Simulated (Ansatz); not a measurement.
Level of theory: Ansatz, DFT PBE, scalar-relativistic, plane waves, PAW. Cutoff 420 eV, Γ-centred 12×12×12 mesh (6-atom cell), Gaussian smearing of 0.10 eV, no spin polarisation.

Formation energies are uncorrected and refer to the elements' standard structures at the same level.

Question: Give a relaxed trial structure of a hexagonal metal made of B, Hf and W, with a formation energy near −0.06 eV/atom and a density near 14.67 g/cm³, in a cell of 6 atoms.

Answer: HfB2W3, space group P6/mmm (No. 191). Hf has 6 B at 3.12 Å, 12 W at 3.18 Å and 2 Hf at 3.37 Å; around B lie 6 W at 2.29 Å, 3 Hf at 3.12 Å and 3 B at 3.12 Å; W has 4 B at 2.29 Å, 4 W at 2.70 Å, 4 Hf at 3.18 Å and 2 W at 3.37 Å.

```
Hf B W
1.0
     5.40164    0.00000    0.00000
    -2.70082    4.67796    0.00000
     0.00000    0.00000    3.36663
Hf B W
1 2 3
Direct
  0.00000 0.00000 0.00000
  0.33333 0.66667 0.00000
  0.66667 0.33333 0.00000
  0.50000 0.00000 0.50000
  0.50000 0.50000 0.50000
  0.00000 0.50000 0.50000
```

* Volume per atom: 14.18 Å³
* Density: 14.67 g/cm³
* Energy over the elements: −0.06 eV/atom
* Gap on the 12×12×12 mesh of the 6-atom cell: 0 eV (a metal)

It was reached by relaxing an invented guess, and it needn't be the stable form of this composition. The answer needn't be unique; the calculation gave this one.

These runs have no spin–orbit coupling, which can matter for Hf and W. Symmetry constrained the relaxation, so the result can be a saddle point.
